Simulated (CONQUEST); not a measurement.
Consider a self-consistent single point of CsSnI3 (Pm-3m, 5 atoms in the cell; from Materials Project mp-614013, changed as shown).

```xyz
5
Lattice="6.1605 0.0000 0.0000 0.0000 6.1605 0.0000 0.0000 0.0000 6.1605" Properties=species:S:1:pos:R:3 pbc="T T T"
Cs     3.0803     3.0803     3.0803
Sn     0.0000     0.0000     0.0000
I      3.0803     0.0000     0.0000
I      0.0000     3.0803     0.0000
I      0.0000     0.0000     3.0803
```

Method: CONQUEST with PBE, numerical atomic orbitals double-zeta with polarisation (the shipped basis), PseudoDojo norm-conserving potentials made for PBE.

CONQUEST settings:

| setting | value |
|---|---|
| basis | DZP |
| Diag.MPMeshX, Y, Z | 4 4 4 |
| potentials | PseudoDojo norm-conserving PBE |
| Grid.GridCutoff | 175 Ha |
| DM.SolutionMethod | diagon |
| Diag.kT | 0.000735 Ha |
| Diag.GammaCentred | true |
| minE.SCTolerance | 1.0e-07 |
| SC.MaxIters | 100 |
| SC.LinearMixingFactor | 0.5 |
| AtomMove.TypeOfRun | static |

Results:

- Number of valence electrons = 44
- Number of bands = 71
- Number of k-points after the program's reduction = 51
- Size of the basis = 71
- Number of SCF iterations = 8
- FFT grid = 72 × 72 × 72
- Free energy E − TS = -3840.2089 eV
- Top of the valence band (on the code's own zero) = -4.26 eV
- Gap on the k-point mesh = 0.19 eV
- Pressure = 1.43 GPa

Stress (GPa, positive for compression):
```
1.43  0.00  0.00
0.00  1.43  0.00
0.00  0.00  1.43
```

Gaps are taken between levels on the mesh.

For comparison: a first run was changed to give this one (lattice scaled by 0.98), and from it to this one the free energy rises by 15.7 meV/atom, the pressure goes from 0.30 to 1.43 GPa and the gap on the mesh goes from 0.450 to 0.186 eV.

Spin-orbit coupling is left out, which matters for bands and gaps with elements this heavy. The program uses no crystal symmetry, so grid and mesh can part values that symmetry would make equal. The atom-centred basis is finite, which shifts total energies, pressures and gaps against plane waves. The structure comes from a collection of computed structures, made at another level of theory; the collection holds predicted forms beside known ones.

Cost on one core: around 90 core-seconds (rough).
